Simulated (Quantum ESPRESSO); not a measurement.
Inputs of pw.x and gipaw.x (a modified build of Quantum ESPRESSO, PBE) for BaF2; the starting potential comes from an earlier run on another mesh:

```
&CONTROL
  calculation = 'scf'
  prefix = 'x'
  pseudo_dir = './pseudo'
  outdir = './out'
  tprnfor = .true.
/
&SYSTEM
  ibrav = 0
  nat = 3
  ntyp = 2
  ecutwfc = 45
  ecutrho = 180
  occupations = 'fixed'
  nbnd = 12
/
&ELECTRONS
  conv_thr = 1e-11
  startingpot = 'file'
/
ATOMIC_SPECIES
Ba 137.327 Ba.GGA_PBE-JTH.UPF
F 18.998 F.GGA_PBE-JTH.UPF
CELL_PARAMETERS angstrom
    0.000000000000     3.100050000000     3.100050000000
    3.100050000000     0.000000000000     3.100050000000
    3.100050000000     3.100050000000     0.000000000000
ATOMIC_POSITIONS crystal
Ba     0.000000000000     0.000000000000     0.000000000000
F      0.250000000000     0.250000000000     0.250000000000
F      0.750000000000     0.750000000000     0.750000000000
K_POINTS automatic
4 4 4 1 1 1
```

```
&INPUTGIPAW
  job = 'nmr'
  prefix = 'x'
  tmp_dir = './out/'
  restart_mode = 'from_scratch'
  pawproj(1) = .true.
  pawproj(2) = .true.
  use_nmr_macroscopic_shape = .false.
/
```

The cell was made here from an entry of the Crystallography Open Database (unchecked): atoms relaxed with PBE in the measured cell (PBE without dispersion, pw.x of Quantum ESPRESSO, symmetry kept).  Stability against distortions was not tested.

### Question
What does gipaw.x print for the total shieldings?

### Answer
```
     Total NMR chemical shifts in ppm: ---------------------------------------
     (adopting the Simpson convention for anisotropy and asymmetry)-----------

     Atom  1  Ba  pos: (  0.000000  0.000000  0.000000)  Total sigma:        5231.99
          5231.9909         -0.0000          0.0000
            -0.0000       5231.9909         -0.0000
            -0.0000          0.0000       5231.9909

     Ba      1    anisotropy:     -0.00    eta:    0.0000
     Ba      1    sigma_11=   5231.99
     Ba      1    sigma_22=   5231.99
     Ba      1    sigma_33=   5231.99

     Atom  2  F   pos: (  0.353553  0.353553  0.353553)  Total sigma:         141.55
           141.5471         -0.0000          0.0000
            -0.0000        141.5471         -0.0000
             0.0000         -0.0000        141.5471

     F       2    anisotropy:      0.00    eta:    0.0000
     F       2    sigma_11=    141.55
     F       2    sigma_22=    141.55
     F       2    sigma_33=    141.55

     Atom  3  F   pos: (  1.060660  1.060660  1.060660)  Total sigma:         141.55
           141.5471         -0.0000          0.0000
            -0.0000        141.5471         -0.0000
            -0.0000         -0.0000        141.5471

     F       3    anisotropy:     -0.00    eta:    0.0000
     F       3    sigma_11=    141.55
     F       3    sigma_22=    141.55
     F       3    sigma_33=    141.55
```
The printed anisotropy is 3/2 (σ_33 − σ_iso) in the program's own order; the axes are left out here. All sites are cubic, so the anisotropy vanishes by symmetry. Shieldings are absolute and leave out the bulk-susceptibility term; a larger σ means a smaller chemical shift. By our sweeps, such settings leave a few ppm in absolute σ on light atoms and up to some 20 ppm from Zn on. Spin–orbit coupling is left out; its weight grows with the heaviest atom, Ba here. The structure is static (0 K, no zero-point motion).
